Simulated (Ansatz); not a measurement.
ZrPRu:
```yaml
crystal:
  lattice:
    - [6.44997, 0.00000, 0.00000]
    - [0.00000, 3.88022, 0.00000]
    - [0.00000, 0.00000, 7.31576]
  atoms:
    - { symbol: Zr, position: [0.52123, 0.75000, 0.31787] }
    - { symbol: Zr, position: [0.47877, 0.25000, 0.68213] }
    - { symbol: Zr, position: [0.97877, 0.25000, 0.81787] }
    - { symbol: Zr, position: [0.02123, 0.75000, 0.18213] }
    - { symbol: P, position: [0.72414, 0.25000, 0.12046] }
    - { symbol: P, position: [0.27586, 0.75000, 0.87954] }
    - { symbol: P, position: [0.77586, 0.75000, 0.62046] }
    - { symbol: P, position: [0.22414, 0.25000, 0.37954] }
    - { symbol: Ru, position: [0.34947, 0.25000, 0.06096] }
    - { symbol: Ru, position: [0.65053, 0.75000, 0.93904] }
    - { symbol: Ru, position: [0.15053, 0.75000, 0.56096] }
    - { symbol: Ru, position: [0.84947, 0.25000, 0.43904] }
```

Relaxed with r²SCAN. Special points in fractions of this cell's reciprocal vectors: Γ (0.000, 0.000, 0.000); X (0.500, 0.000, 0.000); S (0.500, 0.500, 0.000); Y (0.000, 0.500, 0.000); Z (0.000, 0.000, 0.500); U (0.500, 0.000, 0.500); R (0.500, 0.500, 0.500); T (0.000, 0.500, 0.500).

Task: List the band energies nearest the Fermi level at these points for r²SCAN (plane waves, PAW; program Ansatz).

Result: In eV from the Fermi level; about four levels below and three above (degenerate sets whole), none deeper than 8.9 eV; points with the same levels are listed once.

| k | below | above |
|---|---|---|
| Γ | -1.20 -0.91 -0.55 -0.18 | 0.04 0.15 0.75 |
| X | -0.69 -0.69 -0.31 -0.31 | 0.53 0.53 1.27 1.27 |
| S | -0.16 -0.16 -0.16 -0.16 | 1.90 1.90 1.90 1.90 |
| Y | -1.28 -1.28 -0.86 -0.86 | 0.39 0.39 1.52 1.52 |
| Z | -1.22 -1.22 -0.73 -0.73 | 0.01 0.01 0.49 0.49 |
| U | -0.89 -0.89 -0.85 -0.85 | 0.36 0.36 0.49 0.49 |
| R | -0.17 -0.17 -0.17 -0.17 | 1.52 1.52 1.52 1.52 |
| T | -0.79 -0.79 -0.31 -0.31 | 1.22 1.22 1.76 1.76 |

Space group Pnma. The workflow started from a Materials Project entry (that database holds measured and hypothetical structures alike); the Crystallography Open Database copy checked does not list it. Its standing as an ambient phase is unchecked. Symmetry was held in the r²SCAN relaxation; its stability against distortions is not shown here. No spin polarisation was allowed. Scalar-relativistic: spin–orbit coupling is off unless named, which matters more the heavier the elements.

Potentials: the later of the program's two PAW sets.
